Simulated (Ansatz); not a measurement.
A relaxed structure of AlNi. Level of theory: PBE (plane waves to 420 eV, PAW, scalar-relativistic; Ansatz, an electronic-structure program).

```
CELL_PARAMETERS angstrom
      2.89305     0.00000     0.00000
      0.00000     2.89305     0.00000
      0.00000     0.00000     2.89305
ATOMIC_POSITIONS crystal
  Al 0.50000 0.50000 0.50000
  Ni 0.00000 0.00000 0.00000
```

Question: Determine the symmetry and give the standard cell with its independent sites.

Answer: Space group Pm-3m (No. 221); a = b = c = 2.893 Å, α = β = γ = 90.00°

```json
[
 {"atom": "Al", "site": "1b", "symmetry": "m-3m", "x": "0.5000", "y": "0.5000", "z": "0.5000"},
 {"atom": "Ni", "site": "1a", "symmetry": "m-3m", "x": "0.0000", "y": "0.0000", "z": "0.0000"}
]
```

This is the CsCl type.

Question: Give the shortest distances between elements (the closest pairs, up to four, under 3.6 Å).

Answer: Al–Ni 2.51 Å; Al–Al 2.89 Å; Ni–Ni 2.89 Å.

```json
{
 "volume_per_atom": "12.11 Å³",
 "band_gap": "zero (metallic)",
 "magnetic_moment": "zero (the starting moments vanished)"
}
```

No spin polarisation in the result: the starting moments vanished. A magnetic state may lie lower.

Measured for AlNi: a 2.882 Å (static lattice; corrected from measurement; as listed in H. Levämäki et al., Physical Review B (2014)). Computed minus measured — a: PBE +0.4 %. The computed values are for a static lattice.

The run could not lose the symmetry of its start.

All atoms sit on sites fixed by symmetry, so only the cell could relax.
